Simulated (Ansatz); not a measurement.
**All-electron card of Br**

```xyz
4
Lattice="3.3350 -2.2400 0.0000 3.3350 2.2400 0.0000 0.0000 0.0000 8.7200" Properties=species:S:1:pos:R:3 pbc="T T T"
Br    3.3350    1.6352    0.9592
Br    3.3350   -0.6048    3.4008
Br    3.3350   -1.6352    7.7608
Br    3.3350    0.6048    5.3192
```

Atom numbers follow the list: Br1, Br2, Br3, Br4.

The cell comes from COD entry 9008594, which wasn't checked; take it as a given geometry.

Method: Ansatz 0.2.0, DFT, PBE, all-electron LAPW, scalar-relativistic.

Settings: a Γ-centred 7×7×3 k mesh, Fermi–Dirac smearing of 0.01 eV, basis error target 1 meV/atom, no spin polarisation.

- Pressure at this cell: 2.88 GPa
- Volume per atom: 32.57 Å³

(1) Stress xx, yy, zz (compression positive): what does the calculation give?

(2) Give the computed value. Largest force.

(3) Give the computed value. Band gap.

(4) Smallest direct gap on the path: what does the calculation give?

Answers

(1) 1.57, 2.28, 4.80 GPa.

(2) 0.0466 Ry/bohr on Br1.

(3) 1.85 eV, indirect from the line B0 (-0.363, 0.363, 0.5)–G0 (0.363, 0.637, 0.5) to the line Δ0 (-0.363, 0.363, 0)–Γ (the direct gap is only 0.05 eV larger).

(4) 1.90 eV.
